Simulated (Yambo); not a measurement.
**KMgF3: lowest vertical excitons**

```xyz
5
Lattice="3.9785 0.0000 0.0000 0.0000 3.9785 0.0000 0.0000 0.0000 3.9785" Properties=species:S:1:pos:R:3 pbc="T T T"
F      0.0000     1.9892     0.0000
F      1.9892     0.0000     0.0000
F      0.0000     0.0000     1.9892
Mg     0.0000     0.0000     0.0000
K      1.9892     1.9892     1.9892
```

The geometry is that of Materials Project entry mp-3448, symmetrised and not relaxed again.

BSE in Yambo on PBEsol (Quantum ESPRESSO, PseudoDojo norm-conserving, 84 Ry, without SOC) bands: 8×8×8 mesh, 9 valence and 3 conduction bands, static screening with 42 bands and a 3 Ry block, scissor 4.18 eV, Tamm-Dancoff; field along x.

```
state  energy (eV)  states within 2 meV  relative strength   class    main transitions
-----  -----------  -------------------  -----------------  ------  ------------------
1            10.27                    3               1.00  strong  several band pairs
2            10.43                    3             < 0.01    dark  several band pairs
3            11.21                    3               0.10  strong  several band pairs
4            11.31                    3             < 0.01    dark  several band pairs
5            11.37                    3             < 0.01    dark  several band pairs
6            11.40                    2             < 0.01    dark  several band pairs
```

These are vertical excitations (zero momentum); the indirect quasiparticle gap, about 11.37 eV, is smaller than the direct one (11.71 eV on the GW mesh). The direct quasiparticle gap on this mesh is 11.71 eV; counted from there, state 1 is bound by 1.44 eV. Convergence with the mesh was not shown.

Spin singlets only. Strengths are relative to the strongest of the lowest states of this run; strong means a line over 3 % of the spectrum's maximum, dark under 0.03 %. Absolute energies carry the error of the G0W0 scissor, whose convergence isn't established.

The cell is held in this high symmetry; tilts and polar distortions were not searched.
